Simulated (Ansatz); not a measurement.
# MnSe (Fm-3m): electronic heat capacity from the density of states

These are results of DFT PBEsol, scalar-relativistic, plane waves, PAW in Ansatz, not measurements.

Plane waves to 420 eV, a k mesh through Γ of 14×14×14 on the computed 2-atom cell and Gaussian smearing (0.10 eV); collinear spin from starting moments 4.38 0 μB.

Relaxed cell: Fm-3m, a = 5.246 Å, b = 5.246 Å, c = 5.246 Å, α = 90.00°, β = 90.00°, γ = 90.00°, 2 atoms in the primitive cell.

The density of states at the Fermi level is 1.172 states/eV in the cell of 2 atoms (1 formula unit; both spins, tetrahedra on a 21×21×21 mesh). The run ends with a moment of 4.39 μB a cell (largest on a site 3.98 μB), and the figure is for this state; a paramagnetic sample can have a quite different one. Another magnetic order, if the compound takes it, can change N(E_F) and the shape of the cell a good deal, and may open a gap, where γ is close to zero.

**Question.** What Sommerfeld coefficient does this give?

**Answer.** Per formula unit N(E_F) = 1.172 states/eV. γ = (π²/3) k_B² N(E_F) N_A = 2.357 mJ/(mol K²) per state/eV, so γ = 2.8 mJ/(mol K²), a mole of formula units. This is the bare band result: a measured γ of the same phase and magnetic order is as a rule larger by a factor 1 + λ from phonons and spin fluctuations. N(E_F) at one energy is sensitive to the mesh where the density of states has sharp peaks.

The cell holds one magnetic atom, so it can only be ferromagnetic; an antiferromagnetic order may lie lower.

Only this magnetic start was tried.